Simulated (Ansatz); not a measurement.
# Ni: constraining the magnetisation

Ni is taken as an experimental structure (space group Fm-3m), 1 atom in the cell. The computed pressure is over 10 GPa in size, so the cell is far from the computed equilibrium volume. Source: COD entry 9013026; the sample's temperature and pressure aren't taken into account, and it need not be the stable phase.

```
Ni
1.0
     0.00000    1.77200    1.77200
     1.77200    0.00000    1.77200
     1.77200    1.77200    0.00000
Ni
1
Direct
  0.00000 0.00000 0.00000
```

Atoms are numbered from 1 in the order listed.

All numbers below come from DFT, PBEsol, PAW, plane waves, scalar-relativistic in Ansatz.

| Setting | Value |
| --- | --- |
| Plane-wave cutoff | 420 eV |
| k-point mesh | 15×15×15 (Γ-centred) |
| Occupations | Fermi–Dirac smearing, 0.1 eV |

Moments by site are taken inside atomic spheres; the rest lies between them.

A small moment in a metal is sensitive to the mesh and the smearing.

Each run fixes N↑ − N↓ and starts with that moment spread in parallel over the Ni atoms; no search for lower states follows. Energies are free energies per cell above the lowest run, the runs with a free moment included. Each row is one local solution, which need not be the lowest state at that M. The run at M = 0 starts without moments and gives the spin-unpolarised solution. The cell holds one magnetic atom, so only parallel order fits; orders in a larger cell may lie lower. The program warns that the SCF threshold is loose for stress, so pressures can be off by 0.1 GPa or more.

The run at M = 0.96 μB took 1.3 s on 2 threads of x86-64 server CPU, on a shared host, peak memory 0.33 GiB.

```tsv
fixed M (μB/cell)	F − F(lowest) (meV/cell)	moments of Ni1 (μB)	pressure (GPa)
0.00	35	0.00	-14.1
0.24	28	0.26	-14.0
0.48	9	0.51	-13.6
0.72	4	0.75	-12.7
0.96	66	0.98	-10.5
1.20	223	1.18	-7.4
1.44	490	1.38	-3.3
1.68	877	1.56	2.0
1.92	1429	1.74	9.0
```

The lowest fixed-moment run is the one at M = 0.72 μB (4 meV). With the constraint released: “usual moment, free total moment [Ni1 2.00 μB]” ends at 0.64 μB, 0 meV; “usual moment scaled by 0.1, free total moment [Ni1 0.20 μB]” ends at 0.64 μB, 0 meV.
